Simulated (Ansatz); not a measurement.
Ba3CaF8 on the sites of the fluorite structure (relaxed group Cmmm): a single-point calculation in the plane-wave code Ansatz (r2SCAN). Cell and atoms come from a relaxation with r2SCAN.

input.yaml:
```yaml
crystal:
  lattice:
    - [4.2281841163, -6.0378110037, 0.0]
    - [4.2281841163, 6.0378110037, 0.0]
    - [0.0, 0.0, 4.2687737276]
  atoms:
    - { symbol: Ba, position: [0.0, 0.5, 0.0] }
    - { symbol: F, position: [0.3877889328, 0.1515912457, 0.5] }
    - { symbol: F, position: [0.1515912457, 0.3877889328, 0.5] }
    - { symbol: Ca, position: [0.5, 0.5, 0.5] }
    - { symbol: F, position: [0.875140023, 0.124859977, 0.0] }
    - { symbol: F, position: [0.6126652677, 0.3873347323, 0.0] }
    - { symbol: Ba, position: [0.0, 0.0, 0.5] }
    - { symbol: F, position: [0.3873347323, 0.6126652677, 0.0] }
    - { symbol: F, position: [0.124859977, 0.875140023, 0.0] }
    - { symbol: Ba, position: [0.5, 0.0, 0.0] }
    - { symbol: F, position: [0.8484087543, 0.6122110672, 0.5] }
    - { symbol: F, position: [0.6122110672, 0.8484087543, 0.5] }
kpoints:
  mp_grid: { grid: [4, 4, 6] }
  band_path:
    path:
      - [0.0, 0.0, 0.0]
      - [-0.5, 0.5, 0.0]
      - [-0.3725995173, 0.6274004827, 0.0]
      - [0.3725995173, 0.3725995173, 0.0]
      - [0.0, 0.0, 0.5]
      - [0.3725995173, 0.3725995173, 0.5]
      - [-0.3725995173, 0.6274004827, 0.5]
      - [-0.5, 0.5, 0.5]
      - [0.0, 0.5, 0.0]
    npoints: 1
hamiltonian:
  xc: r2scan
scf:
  occupations: { method: fixed }
  n_extra_bands: 7
output:
  forces: true
  stress: true
  eigenvalues: true
  write_density: true
  write_potential: true
  elf: true
  volumetric_format: npy
```

Wall time 13 s on 1 × NVIDIA H100 80GB HBM3 with 2 threads of AMD EPYC 7R13 Processor (Zen 3), with other jobs on the host; peak host memory 1.4 GiB.

The output, standing remarks left out:
```
Functional definition: r2SCAN
Crystal: 12 atoms, lattice volume = 217.955 Å³
Basis set: ecut = 500 eV, 5539 PW (Γ)
Bands: 55, of which v1, the nominal top of the filled ones, is band 48 counted from 1 (47 counted from 0)
Symmetry: 8 space group operations
Space group: Cmmm (ITA 65)
k-points: 28 of 96
NSCF: frozen V_eff on 9 k-points
SCF converged after 8 iterations
Free energy (F): -26219.748553 eV
Fermi energy:    3.238223 eV
--- Stress (GPa, compression-positive) ---
        0.015036       0.000000       0.000000
        0.000000       0.017090       0.000000
        0.000000       0.000000       0.018566
  P = ⅓ Tr σ = 0.0169 GPa (0.169 kbar)
--- Band table (eV; the first three rows and the last of 28) ---
  k-point 0: bands = […, 2.5901, 2.6672, 2.7016, 2.8398, 2.9802, 3.2216, 9.9948, 10.7686, 12.3479, 12.4652, …]
  k-point 1: bands = […, 2.5825, 2.7519, 2.8046, 2.8298, 2.9358, 3.2204, 10.3319, 10.9926, 11.4509, 11.9313, …]
  k-point 2: bands = […, 2.5669, 2.6599, 2.8804, 2.8873, 2.9027, 3.2274, 10.7334, 10.9254, 11.3673, 11.6158, …]
  k-point 27: bands = […, 2.5904, 2.6036, 2.6874, 2.8260, 2.9259, 3.0795, 10.1646, 10.9591, 12.2136, 12.4778, …]
```

The rows of the band table are 0: (0, 0, 0) = Γ, 1: (0, 0, 1/6), 2: (0, 0, 1/3), 27: (-1/2, -1/2, -1/2) = T.

The file bands.tsv (bands near the Fermi energy, numbered from 0, rounded):
```tsv
# k_distance	band_43	band_44	band_45	band_46	band_47	band_48	band_49	band_50	band_51
# fermi_ev = 3.238223
# [0, 0, 0] at k_distance = 0.000000
# [-0.5, 0.5, 0] at k_distance = 0.520320
# [-0.3725995173, 0.6274004827, 0] at k_distance = 0.709640
# [0.3725995173, 0.3725995173, 0] at k_distance = 1.344856
# [0, 0, 0.5] at k_distance = 2.265830
# [0.3725995173, 0.3725995173, 0.5] at k_distance = 2.819522
# [-0.3725995173, 0.6274004827, 0.5] at k_distance = 3.454738
# [-0.5, 0.5, 0.5] at k_distance = 3.644059
# [0, 0.5, 0] at k_distance = 4.508534
# levels_relative_to = fermi_ev
0.000	-0.571	-0.537	-0.398	-0.258	-0.017	6.757	7.530	9.110	9.227
0.520	-0.535	-0.475	-0.376	-0.333	-0.079	7.577	7.837	8.584	8.625
0.710	-0.539	-0.476	-0.398	-0.346	-0.085	7.696	7.699	8.494	8.588
1.345	-0.539	-0.476	-0.398	-0.346	-0.085	7.696	7.699	8.494	8.588
2.266	-0.605	-0.428	-0.335	-0.332	0.000	7.265	7.951	8.060	8.539
2.820	-0.530	-0.487	-0.400	-0.366	-0.130	7.048	7.770	8.411	9.027
3.455	-0.530	-0.487	-0.400	-0.366	-0.130	7.048	7.770	8.411	9.027
3.644	-0.635	-0.551	-0.412	-0.312	-0.159	6.926	7.721	8.975	9.240
4.509	-0.535	-0.457	-0.456	-0.286	-0.126	7.454	7.850	8.253	8.477
```
In order the rows are Γ, Y, C₀, Σ₀, Z, A₀, E₀, T, S.

Planar averages along the third cell vector, from rho_z.tsv and v_z.tsv (valence density with its augmentation; electrostatic potential energy of an electron, of which only differences have a meaning):

| z (Å) | ρ (e/Å³) | v_es (eV) |
| --- | --- | --- |
| 0.00 | 0.895 | -0.54 |
| 0.13 | 0.835 | -0.24 |
| 0.40 | 0.510 | 2.09 |
| 0.53 | 0.364 | 3.79 |
| 0.67 | 0.260 | 5.42 |
| 0.93 | 0.141 | 6.99 |
| 1.07 | 0.120 | 7.34 |
| 1.20 | 0.127 | 7.25 |
| 1.47 | 0.236 | 5.97 |
| 1.60 | 0.353 | 4.32 |
| 1.73 | 0.522 | 2.52 |
| 2.00 | 0.892 | -0.02 |
| 2.13 | 0.958 | -0.35 |
| 2.40 | 0.724 | 0.99 |
| 2.53 | 0.522 | 2.52 |
| 2.67 | 0.353 | 4.32 |
| 2.93 | 0.164 | 6.87 |
| 3.07 | 0.127 | 7.25 |
| 3.20 | 0.120 | 7.34 |
| 3.47 | 0.187 | 6.41 |
| 3.60 | 0.260 | 5.42 |
| 3.74 | 0.364 | 3.79 |
| 4.00 | 0.685 | 0.67 |
| 4.14 | 0.835 | -0.24 |

r2SCAN gives an indirect gap of 6.76 eV, from Z to Γ; the least direct gap is 6.77 eV at Γ. Least and direct gap differ so little that the kind isn't settled. The mean stress is close to zero (0.02 GPa).

(Calculated; spin-unpolarised; the phase may be known or hypothetical.)

Spin-orbit coupling is left out.
